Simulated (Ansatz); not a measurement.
Mg (hcp (Mg type), P6_3/mmc) at seven volumes, DFT-r²SCAN in the program Ansatz with PAW potentials, shape and atoms relaxed at each. One row is withheld.

```csv
V (Å³/atom),P (GPa)
20.548,4.50
21.226,2.77
21.903,?
22.581,0.00
23.258,-1.10
23.935,-2.06
24.613,-2.88
```

Q: Fit the shown pressures and predict the withheld one.

A: P = (3/2)B₀(x^(7/2) − x^(5/2))[1 + (3/4)(B′ − 4)(x − 1)] with x = (V₀/V)^(2/3). Least squares on the six rows gives V₀ = 22.582 Å³/atom, B₀ = 39.6 GPa, B′ = 3.93. At V = 21.903, x = 1.0206 and P = 1.28 GPa. The run itself gave 1.29 GPa.

The cell was relaxed with r²SCAN under the symmetry of its start; of distortions, only those at the zone centre were tested.

Potentials: the earlier of the program's two PAW sets.
